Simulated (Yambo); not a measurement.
Yambo run on BN (space group P6_3/mmc, No. 194). The wavefunctions come from this Quantum ESPRESSO step (LDA, PseudoDojo standard norm-conserving files, scalar-relativistic):

```
&CONTROL
  calculation = 'nscf'
  pseudo_dir = './pseudo'
  outdir = './out'
/
&SYSTEM
  ibrav = 0
  nat = 4
  ntyp = 2
  ecutwfc = 84.0
  ecutrho = 336.0
  occupations = 'fixed'
  force_symmorphic = .true.
  nbnd = 96
/
&ELECTRONS
  conv_thr = 4e-09
  diago_full_acc = .true.
  diago_thr_init = 1e-08
/
ATOMIC_SPECIES
B 10.8100 B.upf
N 14.0070 N.upf
CELL_PARAMETERS angstrom
  2.512429911000   0.000000000000   0.000000000000
 -1.256214956000   2.175828128000   0.000000000000
  0.000000000000   0.000000000000   7.707260000000
ATOMIC_POSITIONS crystal
B   0.333333333000   0.666666667000   0.250000000000
B   0.666666667000   0.333333333000   0.750000000000
N   0.333333333000   0.666666667000   0.750000000000
N   0.666666667000   0.333333333000   0.250000000000
K_POINTS automatic
6 6 2 0 0 0
```

Yambo input:

```
rim_cut
gw0
dyson
el_el_corr
HF_and_locXC
ppa
em1d
RandQpts= 1000000
RandGvec= 1 Ry
EXXRLvcs= 84 Ry
VXCRLvcs= 336 Ry
Chimod= "HARTREE"
% BndsRnXp
 1 | 94 |
%
NGsBlkXp= 10 Ry
% LongDrXp
 1.0 | 1.0 | 1.0 |
%
PPAPntXp= 27.2114 eV
% GbndRnge
 1 | 94 |
%
GTermKind= "BG"
DysSolver= "n"
ExtendOut
% QPkrange
 1 | 1 | 8 | 9 |
 14 | 14 | 8 | 9 |
%
```

k points by index: 1 = Γ, 14 = H.

Resulting energies as the program prints them:

```
#    K-point    Band    Eo [eV]    E [eV]    E-Eo [eV]    Vxc [eV]    Vnlxc [eV]    Sc|Eo [eV]    Sc|E [eV]    dSc/dw|Eo [eV]    Re(Z)    Im(Z)
#
    1    8    -1.360282    -2.593396    -1.233115    -18.16954    -22.70632    3.016225    3.303669    -6.342587    0.810972    -0.001064
    1    9    4.257248    4.910855    0.653606    -7.569532    -3.343667    -3.467871    -3.572259    -4.345347    0.862300    -0.903143E-3
    14    8    0.000000    -0.926790    -0.926790    -16.44763    -19.78969    2.191421    2.415269    -6.571816    0.805469    -0.001116
    14    9    4.542312    5.535304    0.992992    -11.00161    -5.610509    -4.196105    -4.398111    -5.535090    0.830970    -0.001038
```
(The two width columns are left out.) Convergence of these settings isn't established.

Geometry of the Materials Project entry, not relaxed at this level.

The distance between layers or molecules is the database entry's, not relaxed here. Functionals without dispersion can leave it too large, which widens gaps and weakens the response across layers: the numbers belong to this cell.
